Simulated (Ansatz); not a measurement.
Relaxed GaAs (zinc blende):

```yaml
crystal:
  lattice:
    - [0.00000, 5.74558, 5.74558]
    - [2.87279, 0.00000, 2.87279]
    - [2.87279, 2.87279, 0.00000]
  atoms:
    - { symbol: As, position: [0.37500, 0.75000, 0.75000] }
    - { symbol: As, position: [0.87500, 0.75000, 0.75000] }
    - { symbol: Ga, position: [0.00000, 0.00000, 0.00000] }
    - { symbol: Ga, position: [0.50000, 0.00000, 0.00000] }
```

In this cell atom 3 (Ga, nearest neighbour As at 2.488 Å; its periodic images, 4.1 Å or more away, move with it) is moved by s along Cartesian [111], unit vector (0.577, 0.577, 0.577); all other atoms and the cell stay fixed.

Level of theory: PBE (plane waves to 420 eV, PAW, scalar-relativistic; Ansatz, a quantum-chemistry and plane-wave program). k mesh 4×8×8 (Γ-centred), Fermi-Dirac smearing 0.05 eV. The energy includes the smearing's −TS. As the smearing reaches across the gap at some points, energies and forces of such displacements shift with the k mesh and the smearing. GaAs was relaxed with its symmetry unable to fall. ΔE is measured from the undisplaced structure.

Successive frames, forces in eV/Å:

| frame | ΔE (meV/cell) | F on As1 | F on As2 | F on Ga3 | F on Ga4 |
|---|---|---|---|---|---|
| s = -0.500 Å | 1785 | (0.107, -0.512, -0.512) | (-5.433, -4.939, -4.939) | (5.079, 5.533, 5.533) | (0.246, -0.083, -0.083) |
| s = -0.400 Å | 1015 | (0.109, -0.429, -0.429) | (-3.683, -3.225, -3.225) | (3.376, 3.714, 3.714) | (0.197, -0.060, -0.060) |
| s = -0.300 Å | 511 | (0.102, -0.332, -0.332) | (-2.378, -1.989, -1.989) | (2.129, 2.365, 2.365) | (0.148, -0.044, -0.044) |
| s = -0.200 Å | 204 | (0.081, -0.225, -0.225) | (-1.383, -1.096, -1.096) | (1.203, 1.351, 1.351) | (0.099, -0.030, -0.030) |

Question: What are the energy and the forces in the next frame, s = -0.100 Å?

Answer: ΔE (meV/cell) = 46.

| atom | Fx | Fy | Fz |
|---|---|---|---|
| As1 | 0.048 | -0.113 | -0.113 |
| As2 | -0.609 | -0.453 | -0.453 |
| Ga3 | 0.511 | 0.581 | 0.581 |
| Ga4 | 0.049 | -0.016 | -0.016 |

(For displaced atoms, the force is minus the slope of the energy, and its curvature is a force constant, which sets phonon frequencies.)
